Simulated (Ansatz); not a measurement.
GaN:
```cif
data_Ga2N2
_chemical_formula_sum 'Ga2 N2'
_space_group_name_H-M_alt 'P63mc'
_space_group_IT_number 186
_space_group_name_Hall 'P 6c -2c'
_cell_length_a 3.18260
_cell_length_b 3.18260
_cell_length_c 5.18538
_cell_angle_alpha 90.000
_cell_angle_beta 90.000
_cell_angle_gamma 120.000
loop_
_atom_site_label
_atom_site_type_symbol
_atom_site_symmetry_multiplicity
_atom_site_Wyckoff_symbol
_atom_site_fract_x
_atom_site_fract_y
_atom_site_fract_z
_atom_site_occupancy
Ga1 Ga 2 b 0.66667 0.33333 0.00091 1
N1 N 2 b 0.33333 0.66667 0.12429 1
```

Relaxed with PBEsol.

Task: Which orbitals make up the states near the band edges in DFT-PBEsol in the program Ansatz with PAW potentials?

Result: Top 1 eV of the valence band: N 2p 88 %, Ga 4p 7 %. Bottom 1 eV of the conduction band: N 2s 39 %, Ga 4s 34 %, N 2p 17 %, Ga 4p 9 %. Projections are on Löwdin-orthogonalised atomic valence shells; empty p or d shells of many metals are not among them.

Task: Tabulate the density of states.

Result: States/eV per cell of 4 atoms, in 0.25 eV bins, energy from the valence-band maximum.

```csv
E (eV),total,N 2p,Ga 4p,Ga 4s
-7.85,0.00,0.00,0.00,0.00
-7.60,0.00,0.00,0.00,0.00
-7.35,0.00,0.00,0.00,0.00
-7.10,0.02,0.01,0.01,0.01
-6.85,0.22,0.11,0.04,0.06
-6.60,1.09,0.58,0.16,0.32
-6.35,1.97,1.05,0.24,0.60
-6.10,2.70,1.45,0.27,0.85
-5.85,2.00,1.08,0.19,0.59
-5.60,1.30,0.70,0.13,0.34
-5.35,1.49,0.81,0.16,0.36
-5.10,1.09,0.59,0.15,0.20
-4.85,0.94,0.51,0.17,0.14
-4.60,0.84,0.47,0.16,0.11
-4.35,1.20,0.71,0.25,0.13
-4.10,1.51,0.93,0.32,0.15
-3.85,1.28,0.80,0.26,0.11
-3.60,1.51,0.97,0.32,0.12
-3.35,1.62,1.07,0.35,0.10
-3.10,1.84,1.25,0.39,0.10
-2.85,1.89,1.33,0.38,0.09
-2.60,2.20,1.59,0.43,0.08
-2.35,2.39,1.77,0.44,0.07
-2.10,2.63,1.99,0.46,0.07
-1.85,2.93,2.28,0.47,0.06
-1.60,3.71,2.99,0.54,0.05
-1.35,3.15,2.59,0.41,0.03
-1.10,2.41,2.03,0.27,0.02
-0.85,1.71,1.47,0.15,0.01
-0.60,1.22,1.08,0.08,0.01
-0.35,0.82,0.74,0.04,0.00
-0.10,0.32,0.30,0.01,0.00
0.15,0.00,0.00,0.00,0.00
0.40,0.00,0.00,0.00,0.00
0.65,0.00,0.00,0.00,0.00
0.90,0.00,0.00,0.00,0.00
1.15,0.00,0.00,0.00,0.00
1.40,0.00,0.00,0.00,0.00
1.65,0.00,0.00,0.00,0.00
1.90,0.00,0.00,0.00,0.00
2.15,0.01,0.00,0.00,0.00
2.40,0.03,0.00,0.00,0.01
2.65,0.04,0.01,0.00,0.01
2.90,0.06,0.01,0.01,0.02
3.15,0.09,0.02,0.01,0.02
3.40,0.12,0.03,0.02,0.03
3.65,0.16,0.04,0.03,0.04
3.90,0.23,0.05,0.05,0.05
4.15,0.50,0.08,0.17,0.09
4.40,1.20,0.15,0.45,0.20
4.65,1.46,0.20,0.56,0.25
4.90,1.62,0.23,0.64,0.27
5.15,1.81,0.26,0.75,0.28
5.40,2.14,0.34,0.92,0.30
5.65,1.91,0.31,0.79,0.31
5.90,1.63,0.27,0.61,0.35
6.15,1.38,0.27,0.51,0.27
6.40,1.16,0.26,0.40,0.24
6.65,0.84,0.21,0.25,0.22
```

Space group P6_3mc (wurtzite). The PBEsol relaxation kept the symmetry of its start. Scalar-relativistic: spin–orbit coupling is off unless named, which matters more the heavier the elements.

Potentials: the later of the program's two PAW sets.
